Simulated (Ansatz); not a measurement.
Tm₂MgC₂ under compression: one row to predict

It was reached by relaxing an invented guess, and it needn't be the stable form of this composition.

The calculation used DFT PBE, scalar-relativistic, plane waves, PAW, and for the lanthanide a 4f-in-core norm-conserving potential (Ansatz). The final run on the 5-atom cell used 690 eV, a Γ-centred 12×12×12 mesh, 0.10 eV smearing and no spin polarisation.

```
Tm Mg C
1.0
    -1.76313    1.76313    6.87281
     1.76313   -1.76313    6.87281
     1.76313    1.76313   -6.87281
Tm Mg C
2 1 2
Cartesian
  0.0000 0.0000 9.1543
  0.0000 0.0000 4.5913
  0.0000 0.0000 0.0000
  0.0000 0.0000 11.5753
  0.0000 0.0000 2.1703
```

The cell was set to several volumes, with shape and atoms relaxed at each where symmetry leaves them free. Pressure is positive in compression, and energies count from the lowest row. No row has a gap on its mesh.

| row | V (Å³/atom) | P (GPa) | ΔE (meV/atom) |
| --- | --- | --- | --- |
| 1 | 15.041 | 15.61 | 90.0 |
| 2 | 15.554 | ? | ? |
| 3 | 16.066 | 6.68 | 20.3 |
| 4 | 16.579 | 3.10 | 4.8 |
| 5 | 17.092 | 0.01 | 0.0 |
| 6 | 17.605 | -2.66 | 4.3 |
| 7 | 18.118 | -4.95 | 16.5 |
| 8 | 18.801 | -7.50 | 43.0 |

Task: Find B = −V·ΔP/ΔV from rows 4 and 6 and from rows 1 and 3, and from the two its slope B′ and its value B0 at zero pressure.

Result: Rows 4 and 6 give −(16.579 + 17.605)/2 × (-2.66 − (3.10))/(17.605 − 16.579) = 96.0 GPa at a mean pressure of 0.22 GPa. Rows 1 and 3 give −(15.041 + 16.066)/2 × (6.68 − (15.61))/(16.066 − 15.041) = 135.5 GPa at a mean pressure of 11.14 GPa. So B′ = (135.5 − 96.0)/(11.14 − (0.22)) = 3.62 and B0 = 96.0 − 3.62 × (0.22) = 95.2 GPa. A third-order Birch–Murnaghan fit to all the energies gives B0 = 94.8 GPa and B′ = 3.9.

Task: Estimate the pressure and energy of row 2.

Result: From row 5, V0 = 17.092 × (1 + (0.01)/95.2) = 17.094 Å³/atom. Murnaghan's form P = (B0/B′)·[(V0/V)^B′ − 1] gives (95.2/3.62) × [(17.094/15.554)^3.62 − 1] = 10.71 GPa; the computed pressure is 10.83 GPa, so the estimate is off by -0.12 GPa. The work of compression from row 3, with the mean of the two pressures, gives ΔE = 20.3 + (10.71 + 6.68)/2 × (16.066 − 15.554)/160.2 × 1000 = 48.1 meV/atom (1 eV/Å³ = 160.2 GPa); the computed value is 48.0 meV/atom.

All volumes keep the k mesh of the relaxed cell. A later test with randomly moved atoms came back to the same energy, though modes that don't fit the test's cell weren't probed.

The lanthanide is trivalent by construction, without f bands, f moments or other valences.
